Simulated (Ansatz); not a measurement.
Stackings of close-packed layers of HfC (capitals for Hf, lower case for the other element), each relaxed to a stress under 0.05 GPa; energies count from the stacking AcBaCb (R-3m).

These are results of DFT PBEsol, scalar-relativistic, plane waves, PAW (Ansatz), not measurements.

Cutoff 420 eV; k points 12×12×3 on the computed 12-atom cell (Γ-centred); Gaussian smearing, width 0.10 eV; no spin polarisation.

Start (AcBaCbAbCaBc):

```
CELL_PARAMETERS angstrom
3.25823 0.00000 0.00000
-1.62911 2.82171 0.00000
0.00000 0.00000 15.95767
ATOMIC_POSITIONS crystal
Hf 0.00000 0.00000 0.00000
C 0.66667 0.33333 0.08333
Hf 0.33333 0.66667 0.16667
C 0.00000 0.00000 0.25000
Hf 0.66667 0.33333 0.33333
C 0.33333 0.66667 0.41667
Hf 0.00000 0.00000 0.50000
C 0.33333 0.66667 0.58333
Hf 0.66667 0.33333 0.66667
C 0.00000 0.00000 0.75000
Hf 0.33333 0.66667 0.83333
C 0.66667 0.33333 0.91667
```

**Question.** What does the relaxation give?

**Answer.** The free energy falls by 2 meV/atom.

```
excess energy (meV/atom)                  : 75.1
excess energy on a denser mesh (meV/atom) : 75.3
spacing of like layers (Å)                : 2.651
a (Å)                                     : 3.264
gap on the mesh (eV)                      : 0
denser mesh                               : 21×21×6
```

Relaxed structure:
```yaml
crystal:
  lattice:
    - [3.26367, 0.00000, 0.00000]
    - [-1.63184, 2.82642, 0.00000]
    - [0.00000, 0.00000, 15.90899]
  atoms:
    - { symbol: Hf, position: [0.00000, 0.00000, 0.00000] }
    - { symbol: C, position: [0.66667, 0.33333, 0.08481] }
    - { symbol: Hf, position: [0.33333, 0.66667, 0.16694] }
    - { symbol: C, position: [0.00000, 0.00000, 0.25000] }
    - { symbol: Hf, position: [0.66667, 0.33333, 0.33306] }
    - { symbol: C, position: [0.33333, 0.66667, 0.41519] }
    - { symbol: Hf, position: [0.00000, 0.00000, 0.50000] }
    - { symbol: C, position: [0.33333, 0.66667, 0.58481] }
    - { symbol: Hf, position: [0.66667, 0.33333, 0.66694] }
    - { symbol: C, position: [0.00000, 0.00000, 0.75000] }
    - { symbol: Hf, position: [0.33333, 0.66667, 0.83306] }
    - { symbol: C, position: [0.66667, 0.33333, 0.91519] }
```

Spin-orbit coupling is left out, which matters for the bands of heavy elements.

Small energy differences in metals hang on the k mesh (about 10 mJ/m² or 1 to 2 meV/atom on the mesh of the relaxation).

It took 6 min on 1 thread of Arm Neoverse V1, on a shared host, peak memory 0.73 GiB.